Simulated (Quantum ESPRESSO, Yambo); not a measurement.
**G0W0 results for SnS2 monolayer at -1.5 % biaxial strain**

```
CELL_PARAMETERS angstrom
      3.59223     0.00000     0.00000
     -1.79612     3.11097     0.00000
      0.00000     0.00000    15.90000
ATOMIC_POSITIONS crystal
  S  0.33333 0.66667 0.09389
  S  0.66667 0.33333 0.90611
  Sn 0.00000 0.00000 0.00000
```

The PBEsol cell relaxed from Materials Project entry mp-1170 was given a biaxial strain of -1.5 % in the plane, and the atoms were relaxed again, with the Coulomb interaction truncated along z.

Starting point: norm-conserving PBE (stringent potentials; Quantum ESPRESSO, 102 Ry, without SOC). G0W0 in Yambo: 6×6×1 Γ-centred k mesh, bands 5 to 125 and a 8 Ry block in the screening, 125 bands in G with the Bruneval-Gonze terminator, plasmon pole fitted at 27.2 eV, slab-truncated Coulomb interaction, stochastic integration of W near q = 0.

```json
{
 "PBE gap along the band path": "1.57 eV",
 "PBE gap between the mesh's edge points ((0, 0.167) → M)": "1.58 eV",
 "G0W0 gap between the same points": "3.14 eV",
 "PBE smallest direct gap on the mesh (at M)": "1.89 eV",
 "G0W0 direct gap at that point": "3.49 eV"
}
```

```json
[
 {"k point": "Γ", "band": "VB", "E PBE (eV)": "-0.06", "E QP (eV)": "-0.82", "shift (eV)": "-0.76", "Z": "0.76"},
 {"k point": "Γ", "band": "CB", "E PBE (eV)": "2.68", "E QP (eV)": "3.49", "shift (eV)": "0.81", "Z": "0.79"},
 {"k point": "(0, 0.167)", "band": "VB", "E PBE (eV)": "0.00", "E QP (eV)": "-0.77", "shift (eV)": "-0.77", "Z": "0.76"},
 {"k point": "(0, 0.167)", "band": "CB", "E PBE (eV)": "3.16", "E QP (eV)": "4.06", "shift (eV)": "0.90", "Z": "0.78"},
 {"k point": "M", "band": "VB", "E PBE (eV)": "-0.31", "E QP (eV)": "-1.12", "shift (eV)": "-0.81", "Z": "0.76"},
 {"k point": "M", "band": "CB", "E PBE (eV)": "1.58", "E QP (eV)": "2.37", "shift (eV)": "0.80", "Z": "0.79"}
]
```

Energies count from the PBE valence-band maximum.

Convergence of the G0W0 settings was not tested.

Spin-orbit splittings are left out.
